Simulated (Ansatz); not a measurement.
A distorted cell of GaP (zinc blende):

```
GaP
1.0
    0.00000     2.75302     2.75302
    2.75302     0.00000     2.75302
    2.75302     2.75302     0.00000
P Ga
1 1
Direct
  0.75000   0.75000   0.75000
  0.01744   0.98256   0.98256
```

The numbers are results of PBE (plane waves to 420 eV, PAW, scalar-relativistic; Ansatz, a program for electronic structure), not measurements. k mesh 8×8×8 (Γ-centred), Fermi-Dirac smearing 0.05 eV. The energy includes the smearing's −TS. Stress and pressure are positive under compression. As the smearing reaches across the gap at some points, energies and forces of such displacements shift with the k mesh and the smearing. GaP was relaxed with its symmetry unable to fall.

**Question.** What forces act on the atoms (eV/Å, Cartesian)?

**Answer.** 
```csv
atom,Fx,Fy,Fz
P1,-0.892,0.000,0.000
Ga2,0.892,0.000,0.000
```

**Question.** Give the stress tensor in GPa and the pressure.

**Answer.** 
```
    0.1      0.0      0.0
    0.0      0.4      2.5
    0.0      2.5      0.4
```
The pressure, a third of the trace, is 0.3 GPa.

**Question.** In it atom 2 sits (-0.096, 0.000, 0.000) Å away from its relaxed site. What is its energy relative to the relaxed cell?

**Answer.** 43 meV/cell.

(A displaced cell: forces are minus the slopes of the energy, force constants its curvatures, and phonons follow from these.)
